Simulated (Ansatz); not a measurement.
GaN in space group P6_3/mmc (No. 194; Ga on 2d, N on 2b) at seven volumes, plane-wave PAW LDA (Ansatz code), shape and atoms relaxed at each. One row is withheld.

| V (Å³/atom) | P (GPa) |
|---|---|
| 14.894 | 2.15 |
| 15.385 | ? |
| 15.876 | 0.48 |
| 16.367 | 0.00 |
| 16.858 | -0.37 |
| 17.349 | -0.53 |
| 17.840 | -0.65 |

Q: Fit the shown pressures and predict the withheld one.

A: Third-order Birch–Murnaghan: P = (3/2)B₀(x^(7/2) − x^(5/2))[1 + (3/4)(B′ − 4)(x − 1)] with x = (V₀/V)^(2/3). Least squares on the six rows gives V₀ = 16.350 Å³/atom, B₀ = 13.66 GPa, B′ = 12.32. At V = 15.385, x = 1.0414 and P = 1.18 GPa. The run itself gave 1.17 GPa.

The workflow started from a Materials Project entry (that database holds measured and hypothetical structures alike); the Crystallography Open Database copy checked does not list it. It is not the phase usual at ambient conditions (space group No. 186, 216). Symmetry was held in the LDA relaxation; phonons show weakly imaginary modes. A crystal of weakly bound layers computed without a dispersion correction: the cell and the soft elastic constants depend strongly on that.

Potentials: the earlier of the program's two PAW sets. The files were generated under PBE; for other functionals the program regenerates the frozen cores, and for LDA and PBEsol the local potential too.
